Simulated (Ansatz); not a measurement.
Input and command of a plane-wave DFT calculation in Ansatz:

```yaml
crystal:
  lattice:
    - [4.7260905951, 0.0, 0.0]
    - [0.0, 4.7260905951, 0.0]
    - [0.0, 0.0, 4.7260905951]
  atoms:
    - { symbol: Sn, position: [0.0, 0.4471021566, 0.5] }
    - { symbol: Sn, position: [0.5, -0.0528978434, 0.5] }
    - { symbol: Sn, position: [0.5, 0.4471021566, 0.0] }
    - { symbol: Se, position: [0.0, 0.0, 0.0] }
basis:
  ecutwfc: 500
kpoints:
  mp_grid: { grid: [10, 10, 10] }
hamiltonian:
  xc: r2scan
scf:
  occupations: { method: gaussian, width: 0.15 }
output:
  forces: true
  stress: true
  eigenvalues: true
```

```bash
ansatz run input.yaml --threads 1 --pin off --max-ram 2560MiB --backend cpu --events-out ev --progress --plain --runs-dir out
```

Processor: Intel(R) Xeon(R) Platinum 8259CL CPU @ 2.50GHz (Skylake/Cascade Lake), 1 thread, on a host shared with other jobs.

**Question.** Estimate time, memory and problem size.

**Answer.** About 85 s on 1 thread of Intel(R) Xeon(R) Platinum 8259CL CPU @ 2.50GHz (Skylake/Cascade Lake), on a shared host, peak memory 0.83 GiB. It solves 35 bands at 126 k points (the mesh reduced by the symmetry that the task leaves, which can be less than the crystal's) with about 2721 plane waves, in 8 SCF iterations.
